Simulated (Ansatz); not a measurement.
**NaTi2P3O12 — ²³Na NMR of the central transition**

Cell: a Materials Project structure (computed, not necessarily an observed phase).

Space group R-3c:H (No. 167); a = 8.6168, c = 22.0215 Å, γ = 120.00°.

| site | Wyckoff | site symmetry | x | y | z |
| --- | --- | --- | --- | --- | --- |
| Na | 6b | -3. | 0.0000 | 0.0000 | 0.5000 |
| Ti | 12c | 3. | 0.0000 | 0.0000 | 0.8554 |
| P | 18e | .2 | 0.3333 | 0.9539 | 0.9167 |
| O13 | 36f | 1 | 0.1922 | 0.1648 | 0.0878 |
| O25 | 36f | 1 | 0.8416 | 0.5290 | 0.0261 |

One atom of each set is listed; the run and its k-mesh use a cell of 36 atoms with edges of 8.87, 8.87, 8.87 Å.

Method: Kohn–Sham DFT in Ansatz, PBE, plane waves and PAW, scalar-relativistic, 420 eV cutoff, Γ-centred 3×3×3 k-points, Fermi–Dirac smearing 0.02 eV.

²³Na has I = 3/2 and Q = 104.0 mb (Pyykkö 2018); at 9.4 T its Larmor frequency is ν₀ = 105.9 MHz. Only the quadrupole interaction is simulated: positions count from each site's isotropic chemical shift, and J coupling is left out, as are shift anisotropy and dipolar coupling, which fast spinning averages.

Simulated pattern of one Na site (fast magic-angle spinning, Gaussian broadening 0.07 kHz):

| offset (kHz) | height |
| --- | --- |
| -3.810 | 0 |
| -3.720 | 0 |
| -3.631 | 3 |
| -3.541 | 4 |
| -3.452 | 4 |
| -3.362 | 4 |
| -3.273 | 4 |
| -3.183 | 5 |
| -3.094 | 5 |
| -3.004 | 5 |
| -2.915 | 5 |
| -2.825 | 5 |
| -2.736 | 5 |
| -2.646 | 5 |
| -2.557 | 5 |
| -2.467 | 6 |
| -2.378 | 7 |
| -2.288 | 69 |
| -2.199 | 68 |
| -2.109 | 47 |
| -2.020 | 40 |
| -1.930 | 35 |
| -1.841 | 34 |
| -1.751 | 32 |
| -1.662 | 32 |
| -1.573 | 31 |
| -1.483 | 31 |
| -1.394 | 31 |
| -1.304 | 32 |
| -1.215 | 33 |
| -1.125 | 34 |
| -1.036 | 36 |
| -0.946 | 38 |
| -0.857 | 42 |
| -0.767 | 48 |
| -0.678 | 60 |
| -0.588 | 100 |
| -0.499 | 66 |
| -0.409 | 1 |
| -0.320 | 0 |

(1) Which |C_Q| and η does the pattern imply?

Results:

(1) The pattern spans 3.13 kHz before broadening and its centre of gravity is at -1.46 kHz, which fixes P_Q; the places of the horns and steps fix η. That gives P_Q = 2.49 MHz, |C_Q| = 2.49 MHz and η = 0.00. The sign of C_Q can't be read from the pattern.

An axis of threefold or higher order runs through Na, so V_zz lies along it and η is zero.

The run took 53 s of wall time (53 s of CPU time) and 1 GiB at its peak, on 1 thread of Arm Neoverse V2 (aarch64; 8 cores open to the job, memory cap 2.5 GiB, no GPU), a shared host with a load of 0.2 a core.
